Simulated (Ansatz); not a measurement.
This run works on a generated trial structure, not on a known crystal.

Input and command of a plane-wave DFT calculation in Ansatz:

```yaml
crystal:
  lattice:
    - [3.385320656, 1.954515792, 4.0903788275]
    - [-3.385320656, 1.954515792, 4.0903788275]
    - [0.0, -3.909031584, 4.0903788275]
  atoms:
    - { symbol: La, position: [0.5, 0.5, 0.0] }
    - { symbol: La, position: [0.0, 0.5, 0.5] }
    - { symbol: La, position: [0.5, 0.0, 0.5] }
    - { symbol: Hf, position: [0.1143584587, 0.1143584587, 0.1143584587] }
    - { symbol: Hf, position: [0.8856415413, 0.8856415413, 0.8856415413] }
    - { symbol: O, position: [0.0, 0.0, 0.5] }
    - { symbol: O, position: [0.5, 0.0, 0.0] }
    - { symbol: O, position: [0.0, 0.5, 0.0] }
basis:
  ecutwfc: 420
kpoints:
  mp_grid: { grid: [6, 6, 6] }
hamiltonian:
  xc: pbe
scf:
  occupations: { method: gaussian, width: 0.1 }
output:
  forces: true
  stress: true
  eigenvalues: true
  write_density: true
  write_potential: true
  elf: true
  volumetric_format: npy
relax:
  adjacent_minimum: "off"
  f_tol: 0.01
  max_steps: 30
  cell: { stress_tol: 0.1, fix: [volume] }
```

```bash
ansatz run input.yaml --threads 1 --pin off --max-ram 2560MiB --backend cpu --events-out ev --progress --plain --runs-dir out
```

Processor: Arm Neoverse V2, 1 thread, on a host shared with other jobs.

Problem. Estimate time, memory and problem size.

Solution. About 2.6 min, peak memory 0.61 GiB. It solves 62 bands at 32 k points (after reduction by symmetry) with about 3211 plane waves, in 34 SCF iterations over 5 ionic steps.
